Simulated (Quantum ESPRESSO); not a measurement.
## Calculated data, Al$_{2}$ZnSiN$_{4}$ (made-up cell)

All values are calculated (Quantum ESPRESSO 7.5). Calculation on a made-up crystal cell, not a measurement: periodic Kohn-Sham density functional theory in plane waves with PseudoDojo standard norm-conserving scalar-relativistic pseudopotentials, each functional with its own files (v0.5 for PBE, v0.4.1 for LDA and PBEsol), no spin polarisation, no spin-orbit coupling, atoms not relaxed, stress positive in tension, energies less a fixed whole-eV offset for each atom's element; levels are Kohn-Sham levels at fractions of this cell's reciprocal vectors, counted from the reference band (half the neutral cell's valence electrons, rounded up) at Gamma; error bars cover cutoff and k-mesh only, not smearing or the files; added strain carries the atoms with the cell, and shear is the tensor component; each bar is the largest change over components, and at least 0.002 eV, 0.002 eV per angstrom or 0.02 GPa; energies are for the whole cell, and the offsets were chosen from early runs and are not element reference energies.

Entry: Al$_{2}$ZnSiN$_{4}$ (made-up cell)

```xyz
8
Lattice="3.2732 0.0431 0.0073 0.0746 5.5784 0.0043 0.0119 0.0040 5.3488" Properties=species:S:1:pos:R:3 Al2ZnSiN4
Al     0.0399    -0.0385     0.0191
Al     1.6629     2.8104     0.0363
Si     1.6959     0.9654     2.6771
Zn     0.0577     3.7213     2.6727
N     -0.0075     0.0971     2.0100
N      1.7045     2.8445     2.0068
N      1.6612     0.8615     4.6801
N     -0.0337     3.7686     4.6275
```

| Quantity | Value |
| --- | --- |
| lattice type | wurtzite |
| functional | pbe |
| cutoff | 1143 eV |
| fermi dirac smearing | 0.025 eV |
| scf tolerance | 1e-07 eV |
| electrons removed | 0 |
| k mesh | 5 x 4 x 4, shifted by half a step |
| free energy less offsets | -2.652 eV |
| smearing term minus ts | 0 eV |
| scf iterations | 13 |
| pressure | -19.51 GPa |
| stress xx | 19.59 GPa |
| stress yy | 17.57 GPa |
| stress zz | 21.37 GPa |
| stress yz | -2.226 GPa |
| stress xz | 0.6203 GPa |
| stress xy | 2.524 GPa |
| error bar energy | 0.003656 eV |
| error bar stress | 0.05713 GPa |
| error bar force | 0.006292 eV/Å |
| error bars from | tighter rerun of a related cell |

Atoms:
```
atoms element  atom site  atom energy offset (eV)
           Al          1                      -64
           Al          2                      -64
           Si          3                     -115
           Zn          4                    -5687
            N          5                     -283
            N          6                     -283
            N          7                     -283
            N          8                     -283
```

Forces:
```
site  x (eV/Å)  y (eV/Å)  z (eV/Å)
   1   -0.4881   -0.5923    -0.976
   2   -0.2076    0.8018   -0.7805
   3   -0.2445     1.838    0.1121
   4  0.004058   -0.2896    0.1218
   5    0.3827     1.723    0.3309
   6   -0.2019    -3.711    -0.442
   7   0.09618     1.033    -1.382
   8    0.6591   -0.8033     3.016
```
